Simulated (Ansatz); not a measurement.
Bi, DFT, PBEsol, all-electron PAW with datasets made for the crystal, scalar-relativistic (Ansatz 0.2.0), run on 1 thread of Arm Neoverse V2 on a shared host.

The structure is an experimental refinement, used without relaxation. The listed cell was then made from it by scaling, straining or moving an atom.

Command: `ansatz run input.yaml --threads 1 --pin off --max-ram 3072MiB --backend cpu --events-out ev --progress --plain --runs-dir out`

```yaml
crystal:
  lattice:
    - [2.2729996784, 1.3123169762, 3.99354]
    - [-2.2729996784, 1.3123169762, 3.99354]
    - [0.0, -2.6246339523, 3.99354]
  atoms:
    - { symbol: Bi, position: [0.23389, 0.23389, 0.23389] }
    - { symbol: Bi, position: [0.76611, 0.76611, 0.76611] }
kpoints:
  mp_grid: { grid: [10, 10, 10] }
scf:
  occupations: { method: fermi_dirac, width: 0.03 }
hamiltonian:
  xc: pbesol
  pseudopotentials: { kind: all_electron, datasets: crystal }
output:
  forces: true
  stress: true
  eigenvalues: true
  efg: { contact_densities: true }
```

Problem. How large is the problem that the program sets up?

Solution. 116 irreducible k-points, 671 plane waves at Γ, 19 bands.

Problem. About how long does it take, and how much memory does it use?

Solution. 14 s of wall time for 9 SCF iterations, with a peak of 0.53 GiB. Times on shared machines scatter by tens of per cent.

Problem. And the same cell and mesh by PAW with the default files, asked for forces, stress, eigenvalues, efg, on the same hardware?

Solution. 9.1 s, peak memory 0.45 GiB.
